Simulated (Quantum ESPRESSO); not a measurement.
# Kohn-Sham bands of InN (wurtzite)

```xyz
4
Lattice="3.5506 0.0000 0.0000 -1.7753 3.0749 0.0000 0.0000 0.0000 5.7326" Properties=species:S:1:pos:R:3 pbc="T T T"
In    -1.7753     1.0250    -2.8635
In     1.7753    -1.0250     0.0028
N     -1.7753     1.0250    -0.6907
N      1.7753    -1.0250     2.1756
```

Structure: Materials Project mp-22205, symmetrised, not relaxed again. COD (Crystallography Open Database) has the formula in 2 space groups, this one among them (matched by group alone). Computed values, not measurements, from PBE: Quantum ESPRESSO (norm-conserving PseudoDojo potentials, cutoff 68 Ry, no spin polarisation, no spin-orbit coupling) on a Γ-centred 12×12×6 mesh, then Wannier90. Density: 12×12×6 mesh, Gaussian smearing 0.01 Ry. Spin-orbit coupling is left out although heavy elements are present.

Energies are relative to the Fermi level; weights are on the orthonormalised atomic waves of the pseudopotential files, averaged over the group. 36 electrons a cell are treated as valence.

Problem. Into which isolated groups do the bands fall, where do they lie and what are they made of?

Solution. 
```
bands  from (eV)  to (eV)  filling             weight on atomic waves
-----  ---------  -------  -------  ---------------------------------
1–2       -14.92   -14.62   filled  In 4d 49 %, N 2s 38 %, In 5p 10 %
3–12      -13.52   -10.82   filled               In 4d 89 %, N 2s 6 %
```

No gap over 0.05 eV opens at the Fermi level at this level of theory; semilocal functionals close the gap of some real semiconductors.
